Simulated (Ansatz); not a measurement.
NbB₂:
Space group P6/mmm (No. 191); a = b = 3.0937 Å, c = 3.2932 Å, α = β = 90.00°, γ = 120.00°

```json
[
 {"atom": "Nb", "site": "1a", "symmetry": "6/mmm", "x": "0.0000", "y": "0.0000", "z": "0.0000"},
 {"atom": "B", "site": "2d", "symmetry": "-6m2", "x": "0.3333", "y": "0.6667", "z": "0.5000"}
]
```

Relaxed at zero pressure with the program Ansatz at the PBEsol level (PAW).

**Question.** The volume is lowered by 9 % and shape and atoms relax at that volume. What pressure results, and how do the axes share the change?

**Answer.** 34.3 GPa; a -2.9 %, b -2.9 %, c -3.5 %; the energy rises by 81 meV/atom.

**Question.** Give the new structure.

**Answer.** 
Space group P6/mmm (No. 191); a = 3.0040 Å, b = 3.0040 Å, c = 3.1785 Å, α = 90.00°, β = 90.00°, γ = 120.00°

```json
[
 {"atom": "Nb", "site": "1a", "symmetry": "6/mmm", "x": "0.0000", "y": "0.0000", "z": "0.0000"},
 {"atom": "B", "site": "2d", "symmetry": "-6m2", "x": "0.3333", "y": "0.6667", "z": "0.5000"}
]
```

The phase is kept; no other phase was compared at this pressure.

The workflow started from a Materials Project entry (that database holds measured and hypothetical structures alike); the Crystallography Open Database files this formula in space group No. 191, but the cells were not matched. Whether it is the stable phase at ambient conditions was not checked. The PBEsol relaxation kept the symmetry of its start; of distortions, only those at the zone centre were tested. No spin polarisation was allowed.

Potentials: the later of the program's two PAW sets.
